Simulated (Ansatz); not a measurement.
**Structures of Rb2Sn: which is lowest?**

Plane-wave DFT in Ansatz with scalar-relativistic PAW potentials, cutoff 420 eV, Γ-centred meshes chosen by cell and gap, Gaussian smearing with energies taken to zero width. Every cell was relaxed (cell and atoms) in a run of its own, within the symmetry of its start. Functional: PBE.

Relaxed structures (starts from databases or built by putting these elements on another compound's sites):
A. Pnnm, 6 atoms in the computed cell, a = 9.647 Å, b = 9.755 Å, c = 3.744 Å; sites (symmetry × multiplicity) Rb ..m × 4, Sn ..2/m × 2; start: built
B. P6/mmm, 3 atoms in the computed cell, a = 6.371 Å, c = 3.667 Å; sites (symmetry × multiplicity) Rb -6m2 × 2, Sn 6/mmm × 1; start: built

Rank them by energy. Could pressure change the order?

| structure | group | E − E(lowest) (meV/atom) | V (Å³/atom) | gap on mesh (eV) |
| --- | --- | --- | --- | --- |
| B | P6/mmm | 0.0 | 42.97 | 0.00 |
| A | Pnnm | 73 | 58.72 | 0.00 |

B is lowest, 73 meV/atom under A. The lowest is also the densest of these, so pressure wouldn't bring one of the others in at first order. Other structures may lie lower than all of these, and vibrations aren't counted.